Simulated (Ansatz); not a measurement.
Ni$_{3}$Sn in space group Fm-3m (No. 225; Ni on 4b, Sn on 4a, Ni on 8c), plane-wave PAW PBEsol (Ansatz code), all energies at zero smearing, with the estimated change up to a 700 eV cutoff added, with one set of potentials and settings (totals compare only within such a set). Cell of 4 atoms (3 Ni, 1 Sn): -23365.352 eV.

```
element                             reference phase  E (eV/atom)
-------  ------------------------------------------  -----------
Ni       Fm-3m, 1 atoms in the cell, spin-polarised   -5804.9762
Sn                    I4_1/amd, 2 atoms in the cell   -5949.7830
```

Formation energy per atom, worked out: (-23365.352 − 3×(-5804.9762) − 1×(-5949.7830))/4 = -0.160 eV/atom (-15 kJ per mol of atoms), at 0 K, without zero-point energy or fitted corrections.

The workflow started from an entry of the Crystallography Open Database (COD), which files this formula under 3 space groups. Whether it is the stable phase at ambient conditions was not checked. The PBEsol relaxation kept the symmetry of its start. At this level the phase is mechanically unstable. The workflow began spin-polarised and lost its moments. The references are the lowest solids computed at this level, not always the standard phases. Spin–orbit coupling is left out wherever it is not named.

Potentials: the later of the program's two PAW sets.
